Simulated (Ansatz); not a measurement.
**Structure relaxation of Zn**

Theory: DFT PBEsol, scalar-relativistic, plane waves, PAW (Ansatz 0.2.0). Cutoff 420 eV, Γ-centred k mesh, Gaussian smearing, no spin polarisation in the final step.

Zn was placed on the samarium (9R) structure type (R-3m, No. 166), at a guessed volume.

```
CELL_PARAMETERS angstrom
1.46719 0.84708 7.09082
-1.46719 0.84708 7.09082
0.00000 -1.69416 7.09082
ATOMIC_POSITIONS crystal
Zn 0.00000 0.00000 0.00000
Zn 0.22222 0.22222 0.22222
Zn 0.77778 0.77778 0.77778
```

Cell and atoms relax at zero pressure; the relaxation can't lower the symmetry of the start. After a coarse first stage the cell is made exact in the group found at 0.06 Å.

**Question.** Describe the relaxed structure.

**Answer.** It keeps R-3m (No. 166). The result has the samarium (9R) structure. Conventional cell: a = 2.590 Å, c = 22.152 Å. Zn on Wyckoff site a (1 atom of the primitive cell) has 6 Zn at 2.59 Å and 6 Zn at 2.89 Å; Zn on Wyckoff site c (2 atoms of the primitive cell) is coordinated by 6 Zn at 2.59 Å and 6 Zn at 2.86–2.89 Å.

Space group R-3m:H (No. 166). a = 2.590 Å, b = 2.590 Å, c = 22.152 Å, α = 90.00°, β = 90.00°, γ = 120.00°
| atom | site | symmetry | x | y | z |
| --- | --- | --- | --- | --- | --- |
| Zn | 3a | -3m | 0.0000 | 0.0000 | 0.0000 |
| Zn | 6c | 3m | 0.3333 | 0.6667 | 0.8885 |

**Question.** What are its volume, density and gap?

**Answer.** The volume per atom is 14.30 Å³. The density is 7.59 g/cm³ and the gap on the 21×21×21 mesh is 0 eV (a metal).

The final run used a 21×21×21 mesh on its 3-atom cell and 0.10 eV smearing. A structure relaxed within its symmetry needn't be a true minimum. The steps took about 8 core-minutes in all.